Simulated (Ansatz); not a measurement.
# rocksalt-structured TaBi

Computed with Ansatz (plane waves, PAW, 420 eV cutoff): PBEsol, scalar-relativistic, no spin polarisation, 10×10×10 k-mesh, Gaussian smearing of 0.05 eV; PAW files: Ansatz's generated set soft_2.

```cif
data_structure
_symmetry_space_group_name_H-M 'P 1'
_symmetry_Int_Tables_number 1
_cell_length_a 4.0609
_cell_length_b 4.0609
_cell_length_c 4.0609
_cell_angle_alpha 60.000
_cell_angle_beta 60.000
_cell_angle_gamma 60.000
_cell_volume 47.35
loop_
_atom_site_label
_atom_site_type_symbol
_atom_site_fract_x
_atom_site_fract_y
_atom_site_fract_z
_atom_site_occupancy
Ta1 Ta 0.50000 0.50000 0.50000 1
Bi1 Bi 0.00000 0.00000 0.00000 1
```

The cell came from substitution into a structure type; whether the compound takes it is for experiment to say.

The cell above was scaled in volume, its shape and atoms being fixed by the lattice's symmetry. Energies are counted from the cell above.

The cell is relaxed to zero pressure at this level.

```json
{"V (Å³/atom)": "22.730", "ΔE (meV/atom)": "14.10", "P from the stress (GPa)": "4.95"}
{"V (Å³/atom)": "23.204", "ΔE (meV/atom)": "3.40", "P from the stress (GPa)": "2.34"}
{"V (Å³/atom)": "23.677", "ΔE (meV/atom)": "0.00", "P from the stress (GPa)": "0.00"}
{"V (Å³/atom)": "24.151", "ΔE (meV/atom)": "3.17", "P from the stress (GPa)": "-2.09"}
{"V (Å³/atom)": "24.624", "ΔE (meV/atom)": "12.22", "P from the stress (GPa)": "-3.96"}
```

Task: Do the energies and the pressures agree? Compare −ΔE/ΔV between neighbouring points (1 meV/Å³ = 0.1602 GPa) with the mean of their pressures.

Result: 
```
interval (Å³/atom)  −ΔE/ΔV (GPa)  mean P (GPa)
    22.73 to 23.20           3.6           3.6
    23.20 to 23.68           1.1           1.2
    23.68 to 24.15          -1.1          -1.0
    24.15 to 24.62          -3.1          -3.0
```
They differ by 0.04 GPa at most.

Task: What do the two routes give for V0, B0 and B0′?

Result: A third-order Birch–Murnaghan fit of the energies: V0 = 23.68 Å³/atom, B0 = 111 GPa, B0′ = 4.4. A polynomial of P in ln V, with B = −dP/d ln V at P = 0: V0 = 23.68 Å³/atom, B0 = 111 GPa, B0′ = 4.6.

B0·V0 = 110.9 GPa × 23.68 Å³ = 16.38 eV/atom sets the scale: near the minimum ΔE ≈ ½ B0 V0 x², with x = V/V0 − 1, and a pressure of 1.1 GPa squeezes the volume by about 1 %. At the ends of the curve: x = −4.0 % predicts 13.1 meV/atom and the run gives 14.1; x = +4.0 % predicts 13.1 meV/atom and the run gives 12.2. Compression costs more and expansion less than the parabola says, since the crystal stiffens as it shrinks; B0′ measures that.

Scalar-relativistic only: spin–orbit splittings of the heavy atoms' levels are missing. The run is a metal.
